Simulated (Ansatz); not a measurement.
**WC (WC type, space group P-6m2), scan of one atom of the cell**

Relaxed WC (WC type, space group P-6m2):

```yaml
crystal:
  lattice:
    - [2.92185, 0.00000, 0.00000]
    - [-1.46093, 2.53040, 0.00000]
    - [0.00000, 0.00000, 2.84710]
  atoms:
    - { symbol: W, position: [0.00000, 0.00000, 0.00000] }
    - { symbol: C, position: [0.66667, 0.33333, 0.50000] }
```

In this cell atom 2 (C, nearest neighbour W at 2.207 Å; its periodic images, 2.8 Å or more away, move with it) is moved by s towards the nearest neighbour, unit vector (-0.662, -0.382, -0.645); all other atoms and the cell stay fixed.

Computed with PBE (plane waves to 420 eV, PAW, scalar-relativistic; Ansatz, a quantum-chemistry and plane-wave program). k mesh 15×15×13 (Γ-centred), Fermi-Dirac smearing 0.05 eV. The energy includes the smearing's −TS. Compression counts positive. Left out: 1 of 11 points, with atoms too close for the PAW data. With partly filled bands, energies and forces of such displacements shift with the k mesh and the smearing. F∥ is the force on the atom along that direction. F⊥ is the part of the force across the line. Spin-orbit coupling is left out, though W is heavy. WC is run without spin polarisation. WC was relaxed with its symmetry unable to fall. ΔE is measured from the undisplaced structure.

| s (Å) | ΔE (eV/cell) | P (GPa) | F∥ (eV/Å) | |F⊥| (eV/Å) |
|---|---|---|---|---|
| -0.440 | 1.389 | 31.9 | 6.364 | 1.208 |
| -0.352 | 0.883 | 20.6 | 5.098 | 0.634 |
| -0.264 | 0.493 | 11.7 | 3.769 | 0.232 |
| -0.176 | 0.218 | 5.3 | 2.486 | 0.029 |
| -0.088 | 0.055 | 1.3 | 1.240 | 0.040 |
| 0.000 | 0.000 | 0.0 | 0.000 | 0.000 |
| 0.088 | 0.057 | 1.4 | -1.308 | 0.094 |
| 0.176 | 0.236 | 5.7 | -2.815 | 0.202 |
| 0.264 | 0.561 | 13.3 | -4.632 | 0.273 |
| 0.352 | 1.066 | 24.5 | -6.955 | 0.269 |

What the scan shows:

| Property | Result |
|---|---|
| Energy at s = 0.352 Å | 1066 meV/cell |
| Force along the line at s = -0.440 Å | 6.36 eV/Å |
| Symmetry of the curve | not even: the positive side lies higher at ±0.352 Å |
| Shape of the curve | a single well with its minimum at or next to zero displacement |
| Force constant k = d²E/ds² at s = 0 (finite differences) | 14.3 eV/Å² |
| Harmonic estimate at the end of the scan | ½ks² = 885 meV/cell against the computed 1066 meV/cell, so the well is stiffer than harmonic there |

(A displaced cell: forces are minus the slopes of the energy, force constants its curvatures, and phonons follow from these.)
